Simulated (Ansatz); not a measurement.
# CrB-type SrPb

Method: PBEsol, scalar-relativistic; no spin polarisation; PAW, 420 eV, 8×8×8 k-mesh, Gaussian smearing of 0.05 eV; code Ansatz. The datasets are Ansatz's generated set soft_2.

```
Sr Pb
1.0
     2.51552   -6.08773    0.00000
     2.51552    6.08773    0.00000
     0.00000    0.00000    4.62156
Sr Pb
2 2
Direct
  0.86610 0.13390 0.25000
  0.13390 0.86610 0.75000
  0.58441 0.41559 0.25000
  0.41559 0.58441 0.75000
```

The start was a prototype's sites filled with these elements; the Crystallography Open Database holds the compound in this structure.

Cell and atoms are those of this level's equilibrium.

Path: Γ–Y–C0 | Σ0–Γ–Z–A0 | E0–T–Y | Γ–S–R–Z–T, with Γ = (0.000, 0.000, 0.000), Y = (-0.500, 0.500, 0.000), C0 = (-0.293, 0.707, 0.000), Σ0 = (0.293, 0.293, 0.000), Z = (0.000, 0.000, 0.500), A0 = (0.293, 0.293, 0.500), E0 = (-0.293, 0.707, 0.500), T = (-0.500, 0.500, 0.500), S = (0.000, 0.500, 0.000), R = (0.000, 0.500, 0.500) in reciprocal vectors of the calculation's cell.

Problem. Is it a metal or an insulator, and if it has a gap, where are the band edges on this path?

Solution. A metal: bands cross the Fermi level.

Levels between -6 and 6 eV from the Fermi level at the path's named points:
```tsv
point	below E_F (eV)	above E_F (eV)
Γ	-2.10 -1.18 -0.82	0.18 0.73 0.96 2.02 2.16 2.93 3.04 3.35 3.56 3.74 4.02 4.51 5.25 5.60 5.95
Y	-1.07 -1.07 -0.88 -0.77	0.31 1.89 1.93 1.95 1.99 2.89 3.04 3.12 4.03 4.26 4.48 4.64 5.12
C0 and Σ0	-3.29 -1.41 -1.28 -1.17	0.42 1.19 1.84 2.74 2.80 2.84 3.78 4.60 4.93 5.04 5.36 5.72
Z	-2.29 -2.29 -0.92 -0.92 -0.26 -0.26	2.21 2.21 4.24 4.24 4.29 4.29 5.00 5.00 5.18 5.18 5.61 5.61
A0 and E0	-2.45 -2.45 -1.47 -1.47	0.76 0.76 2.40 2.40 3.41 3.41 4.36 4.36 4.65 4.65 5.32 5.32
T	-3.24 -3.24 -0.66 -0.66	0.99 0.99 2.79 2.79 2.91 2.91 3.44 3.44 4.57 4.57
S	-3.29 -2.02 -1.29 -0.92	0.79 1.10 2.10 2.76 3.06 3.34 3.48 3.88 4.29 4.98 5.83
R	-2.26 -2.26 -1.43 -1.43	0.26 0.26 2.89 2.89 3.43 3.43 4.37 4.37 4.68 4.68 4.95 4.95
```

Scalar-relativistic only: spin–orbit splittings of the heavy atoms' levels are missing.
